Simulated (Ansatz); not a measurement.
## Cutoff convergence: InSb

System: InSb (zinc blende type, first atom moved by 0.06 Å along [111]), 2 atoms in the cell.

```yaml
crystal:
  lattice:
    - [0.00000, 3.32000, 3.32000]
    - [3.32000, 0.00000, 3.32000]
    - [3.32000, 3.32000, 0.00000]
  atoms:
    - { symbol: In, position: [0.00522, 0.00522, 0.00522] }
    - { symbol: Sb, position: [0.25000, 0.25000, 0.25000] }
```
Lattice in Å, positions in fractions of it.

The calculation used HSE06, plane waves, PAW datasets (generated soft set 1) (Ansatz).

Exchange singularity: Wigner-Seitz; k-mesh 4×4×4 Γ-centred; Fermi–Dirac smearing of 0.05 eV; no spin polarisation; no spin–orbit coupling.

Cutoffs run: 280, 300, 320, 340, 380, 420, 480, 560 eV. At 560 eV the pressure at a fixed basis is -1.16 GPa and the rms force 0.373 eV/Å.

Question: From which of these cutoffs on do the forces lie within 5 meV/Å (rms) of the highest one?

Answer: Even the lowest tried, 280 eV, does.

Question: What pressure at a fixed basis does the 280 eV run show?

Answer: -5.96 GPa. An incomplete basis pulls the printed pressure down.

Question: Give the whole series.

Answer: 
```json
{"cutoff (eV)": "280", "E − E(top) (meV/atom)": "109.8", "pressure at fixed basis (GPa)": "-5.96", "corrected pressure (GPa)": "-0.90", "rms force change (meV/Å)": "0.2"}
{"cutoff (eV)": "300", "E − E(top) (meV/atom)": "32.9", "pressure at fixed basis (GPa)": "-2.89", "corrected pressure (GPa)": "-1.11", "rms force change (meV/Å)": "2.9"}
{"cutoff (eV)": "320", "E − E(top) (meV/atom)": "8.8", "pressure at fixed basis (GPa)": "-1.68", "corrected pressure (GPa)": "-1.14", "rms force change (meV/Å)": "1.4"}
{"cutoff (eV)": "340", "E − E(top) (meV/atom)": "2.8", "pressure at fixed basis (GPa)": "-1.30", "corrected pressure (GPa)": "-1.15", "rms force change (meV/Å)": "0.5"}
{"cutoff (eV)": "380", "E − E(top) (meV/atom)": "1.1", "pressure at fixed basis (GPa)": "-1.16", "corrected pressure (GPa)": "-1.15", "rms force change (meV/Å)": "0.0"}
{"cutoff (eV)": "420", "E − E(top) (meV/atom)": "0.6", "pressure at fixed basis (GPa)": "-1.17", "corrected pressure (GPa)": "-1.15", "rms force change (meV/Å)": "0.0"}
{"cutoff (eV)": "480", "E − E(top) (meV/atom)": "0.1", "pressure at fixed basis (GPa)": "-1.16", "corrected pressure (GPa)": "-1.15", "rms force change (meV/Å)": "0.0"}
{"cutoff (eV)": "560", "E − E(top) (meV/atom)": "0.0", "pressure at fixed basis (GPa)": "-1.16", "corrected pressure (GPa)": "-1.15", "rms force change (meV/Å)": "0.0"}
```

The k-mesh is coarse, so these values belong to this mesh and can lie far from the converged ones.
